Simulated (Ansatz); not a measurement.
## CuSnTe6 in Ansatz, settings compared

Input:

```yaml
crystal:
  lattice:
    - [3.937076, 1.971765, 5.58896]
    - [-2.964291, 5.989904, 0.0]
    - [-3.267231, 1.971765, 5.58896]
  atoms:
    - { symbol: Te, position: [0.748, 0.247, 0.123] }
    - { symbol: Te, position: [0.252, 0.753, 0.877] }
    - { symbol: Te, position: [0.737, 0.61, 0.529] }
    - { symbol: Te, position: [0.263, 0.39, 0.471] }
    - { symbol: Sn, position: [0.5, 0.5, 0.0] }
    - { symbol: Cu, position: [0.0, 0.0, 0.0] }
    - { symbol: Te, position: [0.25, 0.133, 0.114] }
    - { symbol: Te, position: [0.75, 0.867, 0.886] }
kpoints:
  mp_grid: { grid: [3, 3, 4], shift: [0.0, 0.5, 0.0] }
magnetization:
  spin_polarized: false
scf:
  occupations: { method: fermi_dirac, width: 0.0858 }
hamiltonian:
  pseudopotentials: { kind: paw }
  xc: r2scan
basis:
  ecutwfc: 500
output:
  forces: true
  stress: true
  eigenvalues: true
  write_density: true
  write_potential: true
  elf: true
  volumetric_format: npy
```

Run with:

```bash
ansatz run input.yaml --threads 1 --pin off --max-ram 2560MiB --backend cpu --events-out ev --progress --plain --runs-dir out
```

Origin of the cell: a known structure type with other elements, at an estimated volume, so it need not be a known compound.

Output of this run (shortened):

```
Pseudopotentials: kind: paw
Pseudopotential: Te, paw, valence charge 16, recommended cutoff 500 eV (meta_gga), Te.paw.azcp
Pseudopotential: Sn, paw, valence charge 14, recommended cutoff 500 eV (meta_gga), Sn.paw.azcp
Pseudopotential: Cu, paw, valence charge 19, recommended cutoff 500 eV (meta_gga), Cu.paw.azcp
Functional definition: r2SCAN
  exchange = r2scan_x(k0 = k0, k1 = k1, a1 = a1)
  correlation = r2scan_c
Crystal: 8 atoms, lattice volume = 241.181 Å³
Basis set: ecut = 500 eV, 6119 PW (Γ), exchange–correlation on 216×200×200 points (64 copies of the dense FFT grid, shifted against one another)
Bands: 78, of which v1, the nominal top of the filled ones, is band 65 counted from 1 (64 counted from 0)
Symmetry: 2 space group operations
[… 11 lines left out …]
Initial density: superposition of atomic densities (neutral atoms: chi_scale 0, normalization atom), corrected by the library's trained network
Functional: x = r2scan, c = r2scan; τ floored in thin density (d = 2e-4 eV/Å³)
SCF iter   1: F=—  HF=-54632.500226 eV  Δρ=1.10e-2  dr2=1.87e-1  dr2_τ=1.86e-2  defer=41
SCF iter   2: F=—  HF=-54632.574868 eV  Δρ=7.05e-3  dr2=6.83e-2  dr2_τ=6.46e-4  defer=64
SCF iter   3: F=—  HF=-54632.564699 eV  Δρ=5.72e-3  dr2=5.75e-2  dr2_τ=2.82e-4  defer=64
SCF iter   4: F=—  HF=-54632.559694 eV  Δρ=3.41e-3  dr2=1.91e-2  dr2_τ=1.57e-4  defer=64
SCF iter   5: F=—  HF=-54632.556842 eV  Δρ=8.27e-4  dr2=1.16e-3  dr2_τ=1.09e-5  defer=64
SCF iter   6: F=—  HF=-54632.556702 eV  Δρ=8.20e-5  dr2=1.21e-5  dr2_τ=5.98e-7  defer=64
SCF iter   7: F=—  HF=-54632.556678 eV  Δρ=3.73e-5  dr2=3.42e-6  dr2_τ=4.70e-8  defer=64
SCF iter   8: F=—  HF=-54632.556679 eV  Δρ=2.04e-5  dr2=1.09e-6  dr2_τ=8.42e-9  defer=64
SCF iter   9: F=-54632.556679 eV  HF=-54632.556679 eV  Δρ=2.94e-6  dr2=2.01e-8  dr2_τ=7.30e-10
SCF 1 converged in 9 iterations: F = -54632.556679 eV  dr2 = 2.01e-8
SCF converged after 9 iterations
Free energy (F): -54632.556679 eV
Harris-Foulkes:  -54632.556679 eV  (|F-HF|=5.82e-10)
Internal energy: -54632.343671 eV  (E = F + TS)
E sigma→0 (E₀):  -54632.450175 eV
Entropy (-TS):   -0.213009 eV (-26.626 meV/atom)
Fermi energy:    8.803595 eV
--- Per-component energies (eV) ---
  E_band       = -2285.349682
  E_kinetic    = 1580.845120
  E_local      = -15705.345395  (includes V_loc(G=0)·N_el)
  E_nonlocal   = -1495.314598
  E_hartree    = 8695.136850
  E_xc         = -1150.987675
  E_vxc        = -901.749597  (∫ρ·V_xc dr)
  E_paw        = -33961.038687  (= ΣΔE_a)
  E_vpaw       = -3210.903357  (= ΣTr[D̂ρ^β])
  E_aug_tail   = -0.000077  (compensation charges beyond the density's cutoff)
  E_vtau       = 56.843437  (kinetic-family band-sum trace: ∫τ·v_τ [+ j·A + Jᵃ·Aᵃ] dr)
  E_ewald      = -12597.782555
  E_core_change = 2.143345  (= ΣΔE_core)
  E_smearing   = -0.213009  (= −TS)
  Σ components = -54632.556679   (vs F -54632.556679, Δ=0.00e0)
--- Forces (eV/Å), atoms counted from 1 ---
  atom   1  Te     1.233903    -0.872099     2.884788
[… 2 lines left out …]
  atom   4  Te    -3.443500    -0.143391     2.079397
  atom   5  Sn     0.000000     0.000000     0.000000
  atom   6  Cu     0.000000     0.000000     0.000000
  atom   7  Te    -0.270278    -3.020833    -0.313028
  atom   8  Te     0.270278     3.020833     0.313028
  max |Σ_I F_I| component: 0.00e0 eV/Å
--- Stress (GPa, compression-positive) ---
       12.303268      -0.467020      -0.605506
       -0.467020      10.645367       0.062517
       -0.605507       0.062518      11.847726
  P = ⅓ Tr σ = 11.5988 GPa (115.988 kbar)
```

The same input was run again with these changes:

1. `basis.xc_grid` default → 4; `scf.initial_density.chi_scale` default → 0.3
2. `scf.algorithm` default → direct_min; `kpoints.mp_grid.grid` [3, 3, 4] → [4, 4, 5]
3. `kpoints.mp_grid.grid` [3, 3, 4] → [2, 2, 3]

```csv
run,end,SCF iterations,P (GPa),max force component (eV/Å),moment (μB),ΔE(σ→0) (meV/atom)
base,converged,9,11.60,3.443,–,0
1,converged,11,11.60,3.443,–,0.00
2,converged,7,11.62,3.395,–,-0.61
3,converged,9,11.66,3.370,–,9.32
```

Energies are compared only where functional, datasets, charge and starting cell are the same.

Not properties of the system: run 3 (too coarse or loose: `kpoints.mp_grid.grid` = [2, 2, 3]).

Caveats of the base run: no moments, though an odd count or open d shells may carry them; no spin-orbit coupling, though heavy elements are present; the k mesh is coarse if the cell is a metal.

Time of the base run: 29 s on 1 thread of AMD EPYC 9R45 96-Core Processor (Zen 5), on a shared host, peak memory 1.3 GiB, from the program's own first density.
